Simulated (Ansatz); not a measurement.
SrP2H2: reading a single point

```
P Sr H
1.0
     0.00000    3.66254    0.00000
     3.66254    0.00000    0.00000
     1.83127    1.83127   -5.60387
P Sr H
2 1 2
Cartesian
  1.8313 1.8313 -1.6531
  3.6625 3.6625 -3.9507
  0.0000 0.0000 0.0000
  1.8313 3.6625 -2.8019
  3.6625 1.8313 -2.8019
```

Method: PBE, no spin polarisation; PAW, plane waves to 420 eV, 10×10×10 Γ-centred mesh, fermi-dirac occupations (width 0.1064 eV) (Ansatz 0.2.0), atoms fixed.

**Question.** Is the cell too large or too small?

**Answer.** The pressure is -0.9 GPa (compression positive), so with the atoms held at these fractions the cell would first shrink; the forces are large, so a full relaxation may end otherwise. The principal stresses -6.8, 2.0, 2.0 GPa differ, so its shape would change too.

**Question.** Which element gives electrons and which takes them?

**Answer.** Bader charges in e: Sr +1.31, P -0.67, H +0.02. In the mean Sr gives up most and P takes most.

**Question.** Is it stable against the elements?

**Answer.** 0.40 eV an atom against the elements' usual phases (free molecules for gases, crystals otherwise, with no correction for O₂ or N₂), so at this geometry it isn't bound against them. Relaxing would lower it.

**Question.** Where is the largest force?

**Answer.** The largest is on P2 (and as large on other atoms): 0.88 eV/Å, components (0.00, 0.00, 0.88). It makes 58° with the line to a nearest neighbour, H4 at 2.16 Å.

**Question.** What happens at the Fermi level?

**Answer.** It is a metal, with about 3.1 states/eV a cell as the mean within 0.25 eV of the Fermi level, mostly P p (85 %).

Origin: a known structure type with other elements, at an estimated volume, so it need not be a known compound. Caveats: many states at the Fermi level without spin polarisation, so a magnetic state may lie lower.
